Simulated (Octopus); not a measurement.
# BaTiO₃ (P4mm, No. 99): Octopus summary

BaTiO₃ (P4mm, No. 99):
```
BaTiO3
1.0
    3.99038     0.00000     0.00000
    0.00000     3.99038     0.00000
    0.00000     0.00000     4.10266
Ba Ti O
1 1 3
Cartesian
  1.99519   1.99519   2.38996
  0.00000   0.00000   0.41043
  0.00000   1.99519   0.26347
  1.99519   0.00000   0.26347
  0.00000   0.00000   2.25224
```
The cell is a database entry, not relaxed again.

Level: LDA. Code: Octopus 16.4. Numerical set-up: grid spacing about 0.16 Å, Γ-centred 6×6×6 k-mesh, no spin polarisation; PseudoDojo 0.4 LDA potentials. Spin-orbit coupling is left out.

Q: What band gap does LDA give on the standard high-symmetry path?

A: 1.76 eV, from A to Γ; smallest direct gap on the path 2.20 eV. A grid finer by a fifth moves the gap between mesh points by 0.01 eV.
